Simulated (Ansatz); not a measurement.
A 2-atom cell of SrO started from a crystallographic database, relaxed with r2SCAN, was run in Ansatz 0.2.0 under altered settings. All numbers are computed, without spin polarisation but where a row says otherwise.

```yaml
crystal:
  lattice:
    - [0.00000, 2.57989, 2.57989]
    - [2.57989, 0.00000, 2.57989]
    - [2.57989, 2.57989, 0.00000]
  atoms:
    - { symbol: Sr, position: [0.50000, 0.50000, 0.50000] }
    - { symbol: O, position: [0.00000, 0.00000, 0.00000] }
```

The base run's other keys:
```yaml
kpoints:
  mp_grid: { grid: [6, 6, 6] }
hamiltonian:
  xc: r2scan
scf:
  occupations: { method: fixed }
  n_extra_bands: 4
```

It takes 7 iterations with 893 plane waves at 500 eV and 16 k points, and leaves a mean stress of 0.00 GPa. The gap over this mesh is 3.799 eV. It ran on 4 threads of Arm Neoverse V2, on a shared host.

Outcomes, with energy and stress as changes against the base:
```tsv
setting	outcome	ΔF (meV/atom)	Δ mean stress (GPa)	gap on the mesh (eV)	iterations	wall time
basis.ecutwfc: 600	converged	-1.5	-0.01	3.800	7	0.73 s
scf.mixing.beta: 0.05	converged	0.0	0.00	3.799	8	0.72 s
kpoints.mp_grid.grid: [2, 2, 2]	converged	+86	+0.38	3.604	7	0.46 s
kpoints.mp_grid.grid: [8, 8, 1]	converged, warned	+238	+1.92	3.707	7	0.74 s
scf.mixing.ndim: 30	converged	0.0	0.00	3.799	7	0.59 s
scf.occupations: methfessel_paxton 0.05	converged	0.0	0.00	3.799	7	0.6 s
scf.occupations: gaussian 0.001	converged	0.0	0.00	3.799	7	0.62 s
hamiltonian.pseudopotentials: nc (cutoff then 1290 eV)	converged	–	-0.02	3.799	7	1.4 s
scf.occupations: methfessel_paxton 0.001	converged	0.0	0.00	3.799	7	0.62 s
scf.convergence.dr2_threshold: 0.0001	converged, warned	0.0	0.0	3.800	6	0.64 s
basis.xc_grid: 3	converged	0.0	0.00	3.799	7	0.55 s
kpoints.mp_grid.shift: [0, 0, 0.5]	converged, warned	0.0	0.00	4.109	7	0.83 s
kpoints.mp_grid.shift: [0.5, 0.5, 0.5]	converged, warned	0.0	0.00	4.109	7	0.79 s
scf.max_iter: 3	not converged	–	–	–	3	0.46 s
```
A dash marks a value that wasn't obtained or can't be compared. Stress is positive in compression. Its mean hides that meshes of lower symmetry stress the axes unequally. The base took 0.79 s.

- kpoints.mp_grid.grid: [2, 2, 2]. The free energy moves by +86 meV an atom, the mean stress by +0.38 GPa and the gap on the mesh by -0.196 eV (to 3.604). The mesh is too coarse.
- kpoints.mp_grid.grid: [8, 8, 1]. The free energy moves by +238 meV an atom, the mean stress by +1.92 GPa (single components by up to 20.8) and the gap on the mesh by -0.092 eV (to 3.707). The mesh breaks the crystal's symmetry, so the stress, and any force that symmetry no longer fixes, lose it too. The mesh is too coarse. Warned: symmetry narrowed by mesh.
- scf.convergence.dr2_threshold: 0.0001. It converges in 6 iterations against the base's 7. Even so loose a threshold leaves the results unchanged here, which can't be counted on. Warned: force scf threshold loose, stress scf threshold loose.
- kpoints.mp_grid.shift: [0, 0, 0.5]. The free energy moves by 0.0 meV an atom, the mean stress by 0.00 GPa and the gap on the mesh by +0.310 eV (to 4.109). The mesh breaks the crystal's symmetry, so the stress, and any force that symmetry no longer fixes, lose it too. The gap changes mostly because other points are sampled; a mesh that misses a band edge overestimates it. Warned: symmetry narrowed by mesh.
- kpoints.mp_grid.shift: [0.5, 0.5, 0.5]. The free energy moves by 0.0 meV an atom, the mean stress by 0.00 GPa and the gap on the mesh by +0.310 eV (to 4.109). The mesh breaks the crystal's symmetry, so the stress, and any force that symmetry no longer fixes, lose it too. The gap changes mostly because other points are sampled; a mesh that misses a band edge overestimates it. Warned: symmetry narrowed by mesh.
- scf.max_iter: 3. No converged result was reached. It stopped after 3 iterations; the base needs 7. Nothing that it printed is a property of the solid. Error: did not converge after 3 iterations: dr2 = 1.06e-3 (threshold 1.00e-7), under the density mixer `msr1`, which `scf.mixing.algorithm: auto` chose by the deck's other keys (type `scf.mixing.algorithm: msr1` to keep it) […]

Within 1 meV an atom, 0.1 GPa and 0.005 eV of the base stay: scf.mixing.beta: 0.05; scf.mixing.ndim: 30; scf.occupations: methfessel_paxton 0.05; scf.occupations: gaussian 0.001; scf.occupations: methfessel_paxton 0.001; scf.convergence.dr2_threshold: 0.0001; basis.xc_grid: 3.
